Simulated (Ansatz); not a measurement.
# RuAl: the volume at rest

RuAl in the CsCl structure, starting from this typed cell of 13.50 Å³ an atom.

```yaml
# lattice in Å, fractional positions
crystal:
  lattice:
    - [3.00000, 0.00000, 0.00000]
    - [0.00000, 3.00000, 0.00000]
    - [0.00000, 0.00000, 3.00000]
  atoms:
    - { symbol: Ru, position: [0.00000, 0.00000, 0.00000] }
    - { symbol: Al, position: [0.50000, 0.50000, 0.50000] }
```

Method (Ansatz, development build): k mesh 6×6×6; Fermi–Dirac smearing of 0.1 eV; no spin. Cell and atoms are relaxed to zero stress with the symmetry kept and no dispersion correction.

Caveats: coarse k mesh.

**Question.** What volume results under PBE, and how much do the potentials matter?

**Answer.** 
```tsv
functional	potentials	cutoff (eV)	volume (Å³/atom)	change (%)
PBE	all-electron PAW datasets (no frozen core)	320	13.55	0.4
PBE	Ansatz hand-made PAW	900	13.55	0.4
PBE	PseudoDojo norm-conserving	1143	13.55	0.4
PBE	Ansatz norm-conserving	1143	13.56	0.4
```
